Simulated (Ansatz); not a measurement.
This run works on a generated trial structure, not on a known crystal.

Input and command of a plane-wave DFT calculation in Ansatz:

```yaml
crystal:
  lattice:
    - [5.0438718822, 0.0, 0.0]
    - [2.4157154094, 4.477028341, 0.0]
    - [0.0093584245, 1.4195790087, 9.6704791851]
  atoms:
    - { symbol: Al, position: [0.7108499386, 0.6025949052, 0.942832471] }
    - { symbol: Al, position: [0.7214701939, 0.5816796808, 0.4299178514] }
    - { symbol: Al, position: [0.5272702554, 0.2119267047, 0.8193109477] }
    - { symbol: Al, position: [0.4702571636, 0.2236429951, 0.31916195] }
    - { symbol: Al, position: [0.5329425015, 0.7656722425, 0.6741669859] }
    - { symbol: Al, position: [0.4528834165, 0.7988277657, 0.172833048] }
    - { symbol: Al, position: [0.2871941479, 0.4078822927, 0.5630449911] }
    - { symbol: Al, position: [0.28609717, 0.4044794085, 0.050003898] }
    - { symbol: Cl, position: [0.0219545059, 0.9999532815, 0.7632080356] }
    - { symbol: Cl, position: [0.9890807069, 0.0033407233, 0.2655198213] }
basis:
  ecutwfc: 420
kpoints:
  mp_grid: { grid: [4, 4, 2] }
hamiltonian:
  xc: pbe
scf:
  occupations: { method: gaussian, width: 0.1 }
  lower_state_search: "off"
output:
  forces: true
  stress: true
  eigenvalues: true
relax:
  adjacent_minimum: "off"
  f_tol: 0.04
  max_steps: 70
  cell: { stress_tol: 0.4 }
```

```bash
ansatz run input.yaml --threads 1 --pin off --max-ram 2560MiB --backend cpu --events-out ev --progress --plain --runs-dir out
```

Processor: Intel(R) Xeon(R) Processor @ 2.50GHz (Skylake/Cascade Lake), 1 thread, on a host shared with other jobs.

**Question.** Estimate time, memory and problem size.

**Answer.** About 4.7 min, peak memory 0.46 GiB. It solves 29 bands at 20 k points (after reduction by symmetry) with about 4279 plane waves (on the last cell), in 93 SCF iterations over 14 ionic steps.
